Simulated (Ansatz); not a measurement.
# Calculated O-17 NMR of the central transition for Ca₃P₂O₈

Cell: a computed structure from the Materials Project (it need not be an observed phase).

```cif
data_Ca3P2O8
_symmetry_space_group_name_H-M 'C2'
_symmetry_Int_Tables_number 5
_cell_length_a 5.6217
_cell_length_b 8.9201
_cell_length_c 7.2338
_cell_angle_alpha 90.000
_cell_angle_beta 90.538
_cell_angle_gamma 90.000
loop_
_atom_site_label
_atom_site_type_symbol
_atom_site_symmetry_multiplicity
_atom_site_Wyckoff_symbol
_atom_site_fract_x
_atom_site_fract_y
_atom_site_fract_z
Ca1 Ca 2 a 0.5000 0.8117 0.0000
Ca2 Ca 4 c 0.4948 0.4918 0.7270
P4 P 2 b 0.5000 0.8485 0.5000
P5 P 2 a 0.5000 0.1527 0.0000
O6 O 4 c 0.7262 0.9483 0.4941
O8 O 4 c 0.5118 0.7523 0.6806
O10 O 4 c 0.4805 0.2507 0.1715
O12 O 4 c 0.7252 0.0445 0.0084
```

One atom of each set is listed; the run and its k-mesh use a cell of 13 atoms with edges of 5.27, 5.27, 7.23 Å.

The numbers come from a DFT calculation in Ansatz (PBE, plane waves and PAW (field gradients read without the response of the frozen cores, which leaves them typically 4 to 6 % off), scalar-relativistic, 420 eV cutoff, Γ-centred 5×5×4 k-points, Fermi–Dirac smearing 0.02 eV).

O-17 has I = 5/2 and Q = -25.58 mb (Pyykkö 2018); at 28.2 T its Larmor frequency is ν₀ = 162.8 MHz. Only the quadrupole interaction is simulated: positions count from each site's isotropic chemical shift, and J coupling is left out, as are shift anisotropy and dipolar coupling, which fast spinning averages.

Question: Simulate the second-order pattern (fast magic-angle spinning, Gaussian broadening 0.1 kHz) of site O8 (1 P at 1.56 Å; also 2 Ca at 2.35–2.37 Å).

Answer: The calculation gives C_Q = -6.18 MHz and η = 0.42, so ν_Q = 0.927 MHz and the centre of gravity lies at -9.13 ppm (-1.49 kHz).

| offset (kHz) | height |
| --- | --- |
| -3.792 | 0 |
| -3.668 | 1 |
| -3.545 | 8 |
| -3.421 | 9 |
| -3.297 | 9 |
| -3.174 | 9 |
| -3.050 | 10 |
| -2.927 | 10 |
| -2.803 | 13 |
| -2.679 | 30 |
| -2.556 | 36 |
| -2.432 | 39 |
| -2.309 | 44 |
| -2.185 | 53 |
| -2.061 | 85 |
| -1.938 | 100 |
| -1.814 | 76 |
| -1.691 | 70 |
| -1.567 | 67 |
| -1.444 | 68 |
| -1.320 | 70 |
| -1.196 | 77 |
| -1.073 | 96 |
| -0.949 | 97 |
| -0.826 | 74 |
| -0.702 | 64 |
| -0.578 | 57 |
| -0.455 | 53 |
| -0.331 | 49 |
| -0.208 | 34 |
| -0.084 | 3 |
| 0.040 | 0 |

At O8 V_zz points along its bond to P (within 5°).
